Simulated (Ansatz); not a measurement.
**Al3GaSb4 (P-43m) at 3 levels of theory**

One geometry, relaxed with PBE; plane waves with PAW potentials in Ansatz, scalar-relativistic unless the row names spin-orbit coupling. No spin polarisation but for the spin–orbit row. Gaps are the least over mesh and band path; pressure is positive in compression.

```xyz
8
Lattice="6.2248 0.0000 0.0000 0.0000 6.2248 0.0000 0.0000 0.0000 6.2248" Properties=species:S:1:pos:R:3 pbc="T T T"
Al    3.1124    0.0000    0.0000
Al    0.0000    0.0000    3.1124
Al    0.0000    3.1124    0.0000
Ga    3.1124    3.1124    3.1124
Sb    1.5556    4.6692    1.5556
Sb    1.5556    1.5556    4.6692
Sb    4.6692    4.6692    4.6692
Sb    4.6692    1.5556    1.5556
```

```json
{"level": "PBE", "cutoff (eV)": "420", "k mesh": "6×6×6", "gap (eV)": "0.40", "pressure (GPa)": "0.0"}
```

Question: What comes out on the same cell with r2SCAN, PBE with spin-orbit coupling?

Answer:
```tsv
level	cutoff (eV)	k mesh	gap (eV)	pressure (GPa)
r2SCAN	500	6×6×6	0.69	-1.4
PBE with spin-orbit coupling	420	6×6×6	0.20	0.0
```

Spin-orbit coupling matters for the bands of heavy elements and enters only rows that name it.

The cell was found from a structure generator's guess, not taken from experiment.
